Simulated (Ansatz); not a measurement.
CuI in space group P4/nmm (No. 129; Cu on 2b, I on 2c), r²SCAN+D4 (plane waves, PAW; program Ansatz), all energies at zero smearing, with the estimated change up to a 700 eV cutoff added, with one set of potentials and settings (totals compare only within such a set). Cell of 4 atoms (2 Cu, 2 I): -28320.018 eV.

```json
[
 {"element": "Cu", "reference phase": "Fm-3m, 1 atoms in the cell", "E (eV/atom)": "-6631.4545"},
 {"element": "I", "reference phase": "Cmce, 4 atoms in the cell", "E (eV/atom)": "-7528.2345"}
]
```

Formation energy per atom, worked out: (-28320.018 − 2×(-6631.4545) − 2×(-7528.2345))/4 = -0.160 eV/atom (-15 kJ per mol of atoms), at 0 K, without zero-point energy or fitted corrections.

The start of the workflow was typed in or built on a structure type; the Crystallography Open Database copy checked does not list it. It is not the phase usual at ambient conditions (space group No. 216). The r²SCAN+D4 relaxation kept the symmetry of its start; its stability against distortions is not shown here. The workflow began spin-polarised and lost its moments. The references are the lowest solids computed at this level, not always the standard phases. Scalar-relativistic: spin–orbit coupling is off unless named, which matters more the heavier the elements.

Potentials: the earlier of the program's two PAW sets.
